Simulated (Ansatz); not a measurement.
Tl: input and output

The input, for Ansatz 0.2.0 (plane waves, PAW):

```yaml
crystal:
  lattice:
    - [3.50495177, 0.0, 0.0]
    - [-1.75247589, 3.03537602, 0.0]
    - [0.0, 0.0, 5.60217201]
  atoms:
    - { symbol: Tl, position: [0.3333, 0.6667, 0.25] }
    - { symbol: Tl, position: [0.6666, 0.3333, 0.75] }
  symmetry: { tolerance: 0.0003 }
kpoints:
  mp_grid: { grid: [11, 11, 6], shift: [0, 0, 0] }
  band_path:
    path:
      - [0.0, 0.0, 0.0]
      - [0.50000008, -1.0e-07, 0.0]
      - [0.33333338, 0.33333318, 0.0]
      - [0.0, 0.0, 0.0]
      - [0.0, 0.0, 0.5]
      - [0.50000008, -1.0e-07, 0.5]
      - [0.33333338, 0.33333318, 0.5]
      - [0.0, 0.0, 0.5]
      - [0.50000008, -1.0e-07, 0.5]
      - [0.50000008, -1.0e-07, 0.0]
      - [0.33333338, 0.33333318, 0.5]
    npoints: 7
magnetization:
  noncollinear: true
  spin_orbit: true
scf:
  occupations: { method: fermi_dirac, width: 0.0526 }
  lower_state_search: "off"
  max_iter: 200
hamiltonian:
  pseudopotentials: { kind: paw_fr }
  xc: pbe
basis:
  ecutwfc: 420
  fft_grid_basis: typed
output:
  forces: true
  stress: true
  eigenvalues: true
  bader: true
  populations: true
  elf: true
  write_potential: true
  volumetric_format: npy
  dos:
    e_range: [-12, 8]
    de: 0.05
    projected: { site_lists: { Tl: [Tl] } }
    method: { smearing: { sigma: 0.1, scheme: gaussian } }
  write_density: true
checkpoint:
  read: saved_state
```

Run as

```sh
ansatz run input.yaml --threads 2 --pin off --max-ram 5120MiB --backend cpu --events-out ev --progress --plain --runs-dir out
```

The saved state is an earlier solution for the same cell, perhaps on another mesh. The state carries no moments; the state need not be the lowest.

Excerpt of what it printed:

```
Warning: the atoms were moved onto the symmetric positions of the space group found under crystal.symmetry.tolerance 3.0e-4 (fractional; no operation is sought that the atoms, as they stand in a round, miss by more than twice it, and no atom is moved by as much as it), and the run uses the moved positions.
Pseudopotentials: kind: paw_fr
Pseudopotential: Tl, paw_fr, valence charge 13, recommended cutoff 420 eV (normal), Tl.paw.azcp#standard-fr
Functional definition: PBE
  exchange = pbe_x(kappa = kappa, mu = beta*pi^2/3)
  correlation = pbe_c(beta = beta)
Crystal: 2 atoms, lattice volume = 59.601 Å³
Basis set: ecut = 420 eV, 1141 PW (Γ), exchange–correlation on 48×48×80 points (8 copies of the dense FFT grid, shifted against one another)
Bands: 34, of which v1, the nominal top of the filled ones, is band 26 counted from 1 (25 counted from 0)
Symmetry: 24 space group operations + 24 with time reversal
Magnetic group: BNS 194.264 (UNI 1494), of the structure as read, at distance tolerance 1.2e-3 Å
k-points: 64 of 726
Initial density: read from a saved state, or passed on in memory by an earlier SCF of this step, an earlier step, the calling program or the single point that the run made first
Functional: x = pbe(κ = 0.804, μ = 0.2195), c = pbe(β = 0.0667)
SCF iter   1: F=—  Δρ=1.36e-3  dr2=1.66e-3  dr2_m=0.00e0 (ungated)  |M|=0.00e0 ∫|m|=0.00e0 μB
SCF iter   2: F=—  Δρ=1.09e-3  dr2=1.11e-3  dr2_m=0.00e0 (ungated)  |M|=0.00e0 ∫|m|=0.00e0 μB
SCF iter   3: F=—  Δρ=2.80e-4  dr2=8.35e-5  dr2_m=0.00e0 (ungated)  |M|=0.00e0 ∫|m|=0.00e0 μB
SCF iter   4: F=—  Δρ=5.29e-5  dr2=1.12e-6  dr2_m=0.00e0 (ungated)  |M|=0.00e0 ∫|m|=0.00e0 μB
SCF iter   5: F=-22959.9382 eV  Δρ=9.31e-6  dr2=4.27e-8  dr2_m=0.00e0 (ungated)  |M|=0.00e0 ∫|m|=0.00e0 μB
Magnetization: |M| = 0.0000 μB,  M = (+0.0000, +0.0000, +0.0000) μB
Absolute magnetization: 0.0000 μB (∫|m|)
  site 0: m = (+0.0000, +0.0000, +0.0000) μB, |m| = 0.0000 μB  (R = 1.43 Å)
  site 1: m = (+0.0000, +0.0000, +0.0000) μB, |m| = 0.0000 μB  (R = 1.43 Å)
Free energy (F): -22959.9382 eV
Harris-Foulkes:  -22959.9382 eV  (|F-HF|=3.94e-8)
Internal energy: -22959.9298 eV  (E = F + TS)
E sigma→0 (E₀):  -22959.9340 eV
Entropy (-TS):   -0.0084 eV (-4.214 meV/atom)
Fermi energy:    9.6384 eV
--- Stress (GPa, compression-positive) ---
        1.0766       0.0000       0.0000
        0.0000       1.0766       0.0000
        0.0000       0.0000       1.0330
  P = ⅓ Tr σ = 1.0621 GPa (10.621 kbar)
```

Origin: a database entry at a rescaled volume.

Run time, from a saved density: 25 s on 2 threads of Arm Neoverse V1, with other jobs on the host, peak memory 0.52 GiB.
